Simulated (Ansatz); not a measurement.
**CsCl-type GdMn**

Computed with Ansatz (plane waves, PAW, 420 eV cutoff): PBEsol, scalar-relativistic, collinear spin, 10×10×10 k-mesh, Gaussian smearing of 0.05 eV. The datasets are Ansatz's generated set soft_2.

```yaml
crystal:
  lattice:
    - [3.44753, 0.00000, 0.00000]
    - [0.00000, 3.44753, 0.00000]
    - [0.00000, 0.00000, 3.44753]
  atoms:
    - { symbol: Gd, position: [0.00000, 0.00000, 0.00000] }
    - { symbol: Mn, position: [0.50000, 0.50000, 0.50000] }
```

This is a trial structure made by placing the elements on a prototype's sites, so it needn't be the stable form.

Magnetic state: ferrimagnetic, site spin moments Gd 7.17; Mn -3.28 μB.

The cell has space group Pm-3m (read at 0.01 Å). In it the stress is -0.03, -0.03, -0.03, 0.00, 0.00, 0.00 GPa and the largest force component 0.000 eV/Å. Each change below starts from this cell, without further relaxation. Stress is in GPa, positive in compression, in the order xx, yy, zz, yz, xz, xy; energies are counted from the cell above and are free energies with the smearing's entropy, which match forces and stress in a metal.

Problem. What happens when atom 2 (Mn) is moved by 0.08 Å along z?

Solution. The energy changes by 9.9 meV per cell, and the force on it along the shift is -0.247 eV/Å (−F/u = 3.08 eV/Å²). Stress: 0.10, 0.10, -0.05, 0.00, 0.00, 0.00.
```tsv
atom	Fx (eV/Å)	Fy	Fz
Gd1	0.000	0.000	0.247
Mn2	0.000	0.000	-0.247
```
In a harmonic crystal the energy would rise by −½F·u = ½ × 3.08 × 0.08² eV = 9.9 meV, which matches.

Problem. What stress follows from an engineering strain of 3 % in xx, atoms carried along?

Solution. -1.78, -1.24, -1.24, 0.00, 0.00, 0.00 GPa; the energy changes by 7.1 meV per cell.
The change of the stress over the strain gives a clamped-atom stiffness of about 58 GPa for this component, a secant value that lies under the elastic constant in tension and over it in compression, by several per cent for each per cent of strain.
In a harmonic crystal the energy would rise by V(½Cε² − σ₀ε), with σ₀ the stress of the unstrained cell, = 6.9 meV, which matches.

Without a U the 4f levels of Gd lie too near the Fermi level, so their share of the states there, and what hangs on it, is overstated. For elements this heavy, spin–orbit coupling would shift levels and gaps; it isn't included here. The run wasn't fully tested for a lower electronic state. Site moments are of spin, integrated over atomic spheres. The antiparallel order was set by the start and isn't a prediction.
